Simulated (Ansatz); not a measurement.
### Question
Name crystals whose computed values (r²SCAN in the plane-wave PAW code Ansatz) fall in these windows: G_Hill (GPa) 180 to 220; electron conductivity mass (mₑ) 0.16 to 0.21; Θ_D (K) 740 to 1100.

### Answer


```csv
crystal,G_Hill (GPa),electron conductivity mass (mₑ),Θ_D (K)
"CrN, Pmmn (Cr on 2a, N on 2b)",193,0.18,889
```
Others may fit too.

Spin orders computed, not proven ground states: CrN, Pmmn (Cr on 2a, N on 2b) antiferromagnetic. Standing as an ambient phase not checked: CrN, Pmmn (Cr on 2a, N on 2b). The cell was relaxed under the symmetry of its start. Cells of antiferromagnets are given as chemical subcells.

Potentials: the later of the program's two PAW sets.
